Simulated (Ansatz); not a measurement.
Values for one crystal, relaxed and computed with r²SCAN in the plane-wave PAW code Ansatz; other levels are named.

- Volume per atom = 19.99 Å³
- Electronic character = metallic (no gap)
- Formation energy from the elements (no fitted shifts) = -0.56 eV/atom
- Density of states at the Fermi level = 0.26 states/eV per atom (mean over ±0.08 eV)

### Question
Pick the material that matches.
A. GaAu, Pnma (Ga on 4c, Au on 4c)
B. ZrIn, L1₀ or tetragonal B2
C. Zr3Ga5, Cmcm (Pearson symbol oS32)
D. In3Pd2, La2O3 or Ni2Al3 type

### Answer
D, In3Pd2, La2O3 or Ni2Al3 type

Space group P-3m1 (La2O3 or Ni2Al3 type). The workflow started from a Materials Project entry (that database holds measured and hypothetical structures alike); the Crystallography Open Database copy checked does not list it. Its standing as an ambient phase is unchecked. Symmetry was held in the r²SCAN relaxation; whether a distortion lowers the energy is not shown. The run is not spin-polarised. The references are the lowest solids computed at this level, not always the standard phases. Scalar-relativistic: spin–orbit coupling is off unless named, which matters more the heavier the elements.

Potentials: the earlier of the program's two PAW sets.
